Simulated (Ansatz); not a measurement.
ZnIn2O4:
```
CELL_PARAMETERS angstrom
     -2.34822     2.34822     5.01343
      2.34822    -2.34822     5.01343
      2.34822     2.34822    -5.01343
ATOMIC_POSITIONS crystal
  In 0.50000 0.50000 0.00000
  In 0.25000 0.75000 0.50000
  Zn 0.00000 0.00000 0.00000
  O  0.33504 0.85327 0.96228
  O  0.89099 0.37277 0.03772
  O  0.14673 0.10901 0.48177
  O  0.62723 0.66496 0.51823
```

Relaxed with PBEsol. Special points in fractions of this cell's reciprocal vectors: Γ (0.000, 0.000, 0.000); X (0.000, 0.000, 0.500); P (0.250, 0.250, 0.250); N (0.000, 0.500, 0.000); M (0.500, 0.500, -0.500); S (0.305, 0.695, -0.305); S0 (-0.305, 0.305, 0.305); R (-0.110, 0.110, 0.500); G (0.500, 0.500, -0.110).

Q: List the band energies nearest the valence-band maximum at these points for plane-wave PAW PBEsol (Ansatz code).

A: In eV from the valence-band maximum; about four levels below and three above (degenerate sets whole), none deeper than 8.9 eV; points with the same levels are listed once.

```csv
k,below,above
Γ,-1.39 -1.39 -0.20 0.00 0.00,0.83 5.45 7.11 7.11
X,-0.81 -0.65 -0.30 -0.20,4.31 4.54 5.71
P,-0.81 -0.72 -0.30 -0.21,4.37 4.54 5.67
N,-0.93 -0.62 -0.57 -0.36,3.55 4.59 6.66
M,-1.29 -1.29 -1.01 -0.34 -0.34,3.24 3.67 5.49 5.49
S,-1.10 -0.62 -0.57 -0.34,3.84 4.53 5.35
R,-0.88 -0.67 -0.33 -0.22,4.27 4.50 5.77
```

Space group I-4. The cell is a constructed one: a structure type filled with these elements; neither database checked (COD, Materials Project) lists it. Whether it is the stable phase at ambient conditions was not checked. The cell was relaxed with PBEsol under the symmetry of its start; its stability against distortions is not shown here. Spin–orbit coupling is left out wherever it is not named.

Potentials: the earlier of the program's two PAW sets. The files were generated under PBE; for other functionals the program regenerates the frozen cores, and for LDA and PBEsol the local potential too.
